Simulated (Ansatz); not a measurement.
Sb:
```cif
data_Sb4
_chemical_formula_sum 'Sb4'
_space_group_name_H-M_alt 'Fm-3m'
_space_group_IT_number 225
_space_group_name_Hall '-F 4 2 3'
_cell_length_a 4.77408
_cell_length_b 4.77408
_cell_length_c 4.77408
_cell_angle_alpha 90.000
_cell_angle_beta 90.000
_cell_angle_gamma 90.000
loop_
_atom_site_label
_atom_site_type_symbol
_atom_site_symmetry_multiplicity
_atom_site_Wyckoff_symbol
_atom_site_fract_x
_atom_site_fract_y
_atom_site_fract_z
_atom_site_occupancy
Sb1 Sb 4 a 0.00000 0.00000 0.00000 1
```
(The calculation used a cell of 1 atom; values per cell refer to that cell.)

This is the r²SCAN-relaxed structure.

**Question.** All from r²SCAN (plane waves, PAW; program Ansatz), unless another level is named. Estimate the bulk modulus (Birch–Murnaghan fit).

**Answer.** 61.2 GPa.

**Question.** Next, the elastic constants (relaxed ions, GPa)?

**Answer.** C11 = 35.7, C12 = 73.1, C44 = -6.4.

A made-up cell: these elements were put on the sites of a structure type; the Crystallography Open Database files this formula in space group No. 225, but the cells were not matched. It is not the phase usual at ambient conditions (space group No. 166). Symmetry was held in the r²SCAN relaxation. At this level the phase is mechanically unstable. As this level gives no gap, shear constants depend on the k-mesh and smearing (Fermi–Dirac, 0.1 eV here). Spin–orbit coupling is left out wherever it is not named.

Potentials: the later of the program's two PAW sets.
